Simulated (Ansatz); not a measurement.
With PBE in the plane-wave PAW code Ansatz, Nd2HgS4 in the spinel structure (Fd-3m) relaxes to a = 11.590 Å. Nd has 6 nearest neighbours from 2.82 Å (octahedral); Hg has 4 nearest neighbours from 2.65 Å (tetrahedral).

Electronic character: no gap, with almost no states at the Fermi level (zero-gap or semimetallic). The magnetic state found is ferromagnetic. The net moment is 0.86 μB per atom.

The start of the workflow was typed in or built on a structure type; neither database checked (COD, Materials Project) lists it. Its standing as an ambient phase is unchecked. Symmetry was held in the PBE relaxation; whether a distortion lowers the energy is not shown. The final state is ferromagnetic, the only order run, not a proven ground state. The 4f shell is in the valence, and the state reached may lie above the lowest one. No Hubbard U is applied. The compound may be a true metal, but semilocal functionals without U, or a wrong spin order, can also close a gap. Scalar-relativistic: spin–orbit coupling is off unless named, which matters more the heavier the elements.

Potentials: the later of the program's two PAW sets.
